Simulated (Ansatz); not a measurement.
Here is the system:

AlV₂C:
Space group P6₃/mmc (No. 194); a = b = 2.888 Å, c = 13.117 Å, α = β = 90.00°, γ = 120.00°

```json
[
 {"atom": "Al", "site": "2c", "symmetry": "-6m2", "x": "0.3333", "y": "0.6667", "z": "0.2500"},
 {"atom": "V", "site": "4f", "symmetry": "3m.", "x": "0.6667", "y": "0.3333", "z": "0.0855"},
 {"atom": "C", "site": "2a", "symmetry": "-3m.", "x": "0.0000", "y": "0.0000", "z": "0.0000"}
]
```

This is the r²SCAN-relaxed structure.

Problem. All from DFT-r²SCAN in the program Ansatz with PAW potentials, unless another level is named. Estimate the electronic character.

Solution. metallic (no gap).

Problem. Give the density of states at the Fermi level.

Solution. 0.64 states/eV per atom (mean over ±0.08 eV).

Problem. Next, the formation energy from the elements (no fitted shifts)?

Solution. -0.59 eV/atom.

Space group P6_3/mmc. Symmetry was held in the r²SCAN relaxation. No spin polarisation was allowed. The references are the lowest solids computed at this level, not always the standard phases.

Potentials: the earlier of the program's two PAW sets. The files were generated under PBE; for other functionals the program regenerates the frozen cores, and for LDA and PBEsol the local potential too.
